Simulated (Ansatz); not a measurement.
Values for one crystal, relaxed and computed with r²SCAN in the plane-wave PAW code Ansatz; other levels are named.

| Item | Value |
|---|---|
| Volume per atom | 5.91 Å³ |
| Band gap | 3.70 eV (indirect) |
| Young's modulus | 1040 GPa |
| Bulk modulus (Birch–Murnaghan fit) | 416 GPa |
| HSE06 gap on the r²SCAN cell | 4.71 eV |
| Electron effective mass | 0.26, 0.43, 2.3 mₑ (principal values) |
| Hill bulk and shear moduli | 418 and 477 GPa |

Problem. Which compound is it?
A) C, C2/m (C on 4i, C on 4i, C on 4i, C on 4i)
B) Si, R-3m (Pearson symbol hR14)
C) F, C2/m (F on 4i, F on 4i)
D) Si, P6_3/mmc (Si on 4e, Si on 4f, Si on 4f)

Solution. A, C, C2/m (C on 4i, C on 4i, C on 4i, C on 4i)

The start of the workflow was typed in or built on a structure type; the Crystallography Open Database copy checked does not list it. It is not the phase usual at ambient conditions (space group No. 194, 227). The r²SCAN relaxation kept the symmetry of its start; its stability against distortions is not shown here.

Potentials: the later of the program's two PAW sets.
